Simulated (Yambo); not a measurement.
```
ScF3
1.0
    2.84075     1.64011     2.31844
   -2.84075     1.64011     2.31844
    0.00000    -3.28022     2.31844
F Sc
3 1
Direct
  0.50000   0.00174   0.99826
  0.99826   0.50000   0.00174
  0.00174   0.99826   0.50000
  0.00000   0.00000   0.00000
```

Response from Yambo on PBEsol (pw.x of Quantum ESPRESSO, ONCV potentials, no spin-orbit coupling) bands: 8×8×8 mesh, 54 bands, 4 Ry local-field block, 0.2 eV broadening.

Question: Give the static electronic dielectric constant without and with local fields along each axis.

Answer: 
```
field along  ε(0), independent particles  ε(0), RPA with local fields  refractive index √ε
-----------  ---------------------------  ---------------------------  -------------------
x                                   2.28                         2.19                 1.48
z                                   2.28                         2.19                 1.48
```
Electronic (clamped-ion) response only. PBEsol gaps are usually too small, which raises these values. Convergence of the RPA response with its 8×8×8 mesh was not tested. x, y and z are Cartesian axes of the cell as given.

Geometry relaxed with PBEsol.
